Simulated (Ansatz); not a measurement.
Data:

NbRh3:
```cif
data_Nb6Rh18
_chemical_formula_sum 'Nb6 Rh18'
_space_group_name_H-M_alt 'P 1'
_space_group_IT_number 1
_cell_length_a 5.44746
_cell_length_b 5.44746
_cell_length_c 13.27787
_cell_angle_alpha 90.000
_cell_angle_beta 90.000
_cell_angle_gamma 120.000
loop_
_space_group_symop_operation_xyz
  'x, y, z'
loop_
_atom_site_label
_atom_site_type_symbol
_atom_site_fract_x
_atom_site_fract_y
_atom_site_fract_z
_atom_site_occupancy
Nb1 Nb 0.00000 0.00000 0.25000 1
Nb2 Nb 0.00000 0.00000 0.75000 1
Nb3 Nb 0.33333 0.66667 0.41112 1
Nb4 Nb 0.66667 0.33333 0.58888 1
Nb5 Nb 0.66667 0.33333 0.91112 1
Nb6 Nb 0.33333 0.66667 0.08888 1
Rh1 Rh 0.50398 0.49602 0.25000 1
Rh2 Rh 0.49602 0.50398 0.75000 1
Rh3 Rh 0.00795 0.50398 0.75000 1
Rh4 Rh 0.99205 0.49602 0.25000 1
Rh5 Rh 0.50398 0.00795 0.25000 1
Rh6 Rh 0.49602 0.99205 0.75000 1
Rh7 Rh 0.16589 0.33178 0.91731 1
Rh8 Rh 0.83411 0.66822 0.08269 1
Rh9 Rh 0.83411 0.16589 0.41731 1
Rh10 Rh 0.16589 0.83411 0.58269 1
Rh11 Rh 0.66822 0.83411 0.91731 1
Rh12 Rh 0.33178 0.16589 0.08269 1
Rh13 Rh 0.83411 0.66822 0.41731 1
Rh14 Rh 0.16589 0.33178 0.58269 1
Rh15 Rh 0.16589 0.83411 0.91731 1
Rh16 Rh 0.83411 0.16589 0.08269 1
Rh17 Rh 0.33178 0.16589 0.41731 1
Rh18 Rh 0.66822 0.83411 0.58269 1
```

This is the PBEsol-relaxed structure.

Problem. All from plane-wave PAW PBEsol (Ansatz code), unless another level is named. Give the density of states at the Fermi level.

Solution. 0.47 states/eV per atom (mean over ±0.08 eV).

Problem. Next, the formation energy from the elements (no fitted shifts)?

Solution. -0.55 eV/atom.

Space group P6_3/mmc. The first step of the workflow began from a Materials Project structure, measured or hypothetical; the Crystallography Open Database copy checked does not list it. COD files the formula under space group No. 221. Whether it is the stable phase at ambient conditions was not checked. Symmetry was held in the PBEsol relaxation; whether a distortion lowers the energy is not shown. No spin polarisation was allowed. The references are the lowest solids computed at this level, not always the standard phases. Scalar-relativistic: spin–orbit coupling is off unless named, which matters more the heavier the elements.

Potentials: the later of the program's two PAW sets.
